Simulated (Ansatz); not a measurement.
Consider the following.

Bi$_{2}$Mo:
```
CELL_PARAMETERS angstrom
      5.41744     1.86982     0.00000
     -5.41744     1.86982     0.00000
     -4.23637     0.00000     7.31485
ATOMIC_POSITIONS crystal
  Mo 0.13755 0.86245 0.18259
  Mo 0.86245 0.13755 0.81741
  Bi 0.84049 0.15951 0.44690
  Bi 0.15951 0.84049 0.55310
  Bi 0.59462 0.40538 0.88612
  Bi 0.40538 0.59462 0.11388
```

This is the PBE-relaxed structure.

Q: All from PBE (plane waves, PAW; program Ansatz), unless another level is named. Predict the density of states at the Fermi level.

A: 0.73 states/eV per atom (mean over ±0.08 eV).

Q: And the formation energy from the elements (no fitted shifts)?

A: 0.37 eV/atom.

Space group C2/m. The start of the workflow was typed in or built on a structure type; neither database checked (COD, Materials Project) lists it. Whether it is the stable phase at ambient conditions was not checked. The PBE relaxation kept the symmetry of its start; its stability against distortions is not shown here. No spin polarisation was allowed. Its formation energy is positive at this level, so the cell may be metastable or incomplete. The references are the lowest solids computed at this level, not always the standard phases. Spin–orbit coupling is left out wherever it is not named.

Potentials: the earlier of the program's two PAW sets.
